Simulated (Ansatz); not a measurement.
## Im-3m: 4 crystals compared

All 4 crystals share space group Im-3m (No. 229) and the same kinds of sites, 1 atom in the primitive cell. They are database entries and needn't be the stable phases. The set is a selection: crystals with unstable modes on a coarse mesh or in a metal were left out. Cells are relaxed by PAW under the functional.

Quantity: harmonic phonons by finite displacements (negative means unstable), on a 4×4×4 q mesh. Level: PBEsol, all-electron LAPW in Ansatz 0.2.0, scalar-relativistic.

| crystal | cell (conventional) | k mesh | smearing (eV) |
| --- | --- | --- | --- |
| Li | a = 3.431 Å | 20×20×20 | 0.10 |
| Na | a = 4.169 Å | 16×16×16 | 0.05 |
| Nb | a = 3.273 Å | 20×20×20 | 0.10 |
| V | a = 2.960 Å | 24×24×24 | 0.10 |

Problem. Rank them by lowest at N, lowest first.
A. Nb
B. Na
C. Li
D. V

Solution. B (28.9 cm⁻¹), C (57.0 cm⁻¹), A (141 cm⁻¹), D (184 cm⁻¹).

All values:

```csv
crystal,highest mode (cm⁻¹),lowest at N (cm⁻¹),lowest at P (cm⁻¹),lowest at H (cm⁻¹)
Li,333,57.0,265,333
Na,131,28.9,101,126
Nb,222,141,173,222
V,275,184,213,275
```

Keep in mind: responses of metals move with mesh and smearing.
